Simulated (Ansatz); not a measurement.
Polymorphs of BaO, each relaxed with the program Ansatz at the LDA level (PAW):

A: NiAs type (P6_3/mmc)
a = 3.703 Å, b = 3.703 Å, c = 6.472 Å, α = 90.00°, β = 90.00°, γ = 120.00°

```csv
atom,site,symmetry,x,y,z
Ba,2c,-6m2,0.3333,0.6667,0.2500
O,2a,-3m.,0.0000,0.0000,0.0000
```

B: rock salt (Fm-3m)
a = b = c = 5.434 Å, α = β = γ = 90.00°

```
atom  site  symmetry       x       y       z
----  ----  --------  ------  ------  ------
Ba      4a      m-3m  0.0000  0.0000  0.0000
O       4b      m-3m  0.5000  0.5000  0.5000
```

C: P6_3/mmc
a = 4.4483 Å, b = 4.4483 Å, c = 5.4598 Å, α = 90.00°, β = 90.00°, γ = 120.00°

```json
[
 {"atom": "Ba", "site": "2d", "symmetry": "-6m2", "x": "0.6667", "y": "0.3333", "z": "0.2500"},
 {"atom": "O", "site": "2c", "symmetry": "-6m2", "x": "0.3333", "y": "0.6667", "z": "0.2500"}
]
```

Problem. Order them by energy per atom at 0 K (lowest first) at the level LDA.

Solution. A (+0 meV/atom), B (+9 meV/atom), C (+55 meV/atom)

Problem. Give each one's gap.

Solution. A 2.37 eV; B 1.68 eV; C 2.01 eV.

Not the usual ambient phase: A; C. All cells were relaxed under the symmetry of their starts (and spin orders); stability against distortions was not tested throughout. Spin–orbit coupling is left out wherever it is not named.

Energies hold the estimated change up to a 700 eV cutoff; steps of a few meV lie near the error of the meshes.

Potentials: the later of the program's two PAW sets.
